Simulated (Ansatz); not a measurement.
Consider the following.

Starting cell, GaP (zinc blende):

```
GaP
1.0
    0.00000     2.75322     2.75322
    2.75322     0.00000     2.75322
    2.75322     2.75322     0.00000
P Ga
1 1
Direct
  0.75000   0.75000   0.75000
  0.00000   0.00000   0.00000
```

In each cell atom 2 (Ga, nearest neighbour P at 2.384 Å; its periodic images, 3.9 Å or more away, move with it) moves by s·(1.000, 0.000, 0.000) (along Cartesian x), the rest being held.

Level of theory: PBE (plane waves to 420 eV, PAW, scalar-relativistic; Ansatz, an electronic-structure program). k mesh 8×8×8 (Γ-centred), Fermi-Dirac smearing 0.05 eV. E stands for the smeared free energy. As the smearing reaches across the gap at some points, energies and forces of such displacements shift with the k mesh and the smearing. GaP was relaxed with its symmetry unable to fall. The PAW data are Ansatz's earlier set. The zero of ΔE is the undisplaced structure.

The scan covers s from -0.480 to 0.480 Å in 11 points.

Question: Is the energy the same for equal positive and negative displacements?

Answer: Even: the same for both signs. With its periodic images moving along, the atom's site symmetry in this cell is -43m.

Question: What force acts on the atom along the line at s = -0.480 Å?

Answer: 3.66 eV/Å.

Question: What is the force constant k = d²E/ds² of this move at s = 0?

Answer: 9.37 eV/Å².

Question: With two atoms in the cell this is the zone-centre optical mode. What wavenumber follows?

Answer: 345 cm⁻¹.

(For displaced atoms, the force is minus the slope of the energy, and its curvature is a force constant, which sets phonon frequencies.)
